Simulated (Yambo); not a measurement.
G0W0@LDA for LiBH4 (space group P6_3mc, No. 186) in Yambo (3×3×2 mesh, 8 Ry block, plasmon pole, screening fixed), without a terminator:

| bands N in G | gap Γ → Γ (eV) | shift of the valence edge (eV) |
|---|---|---|
| 66 | 9.619 | -1.568 |
| 123 | 9.691 | -1.798 |
| 199 | 9.725 | -1.901 |

Q: Extrapolate both columns to infinite N with E(N) = E∞ + A/N, test the form, and compare with the terminator.

A: From two points, E∞ = (N2 E2 − N1 E1)/(N2 − N1). The two largest N give 9.78 eV for the gap and -2.07 eV for the shift; the two smallest give 9.77 eV and -2.06 eV. For the gap the slopes A are -10 and -11 eV: the 1/N form holds. For the shift the slopes A are 33 and 33 eV: the 1/N form holds. With the Bruneval-Gonze terminator and 199 bands the run gives 9.75 eV and -1.97 eV, 0.03 eV and 0.09 eV from the extrapolated values: the terminator too is an estimate of the remainder. Block, mesh and the bands in W are held fixed.

Geometry of the Materials Project entry, not relaxed at this level; primitive cell a = b = 4.2028 Å, c = 7.4201 Å, α = β = 90.00°, γ = 120.00°.

The structure is a Materials Project entry; no match was found in the copy of COD used, and its stability was not checked.

A shift is the quasiparticle energy of the state minus its LDA energy.
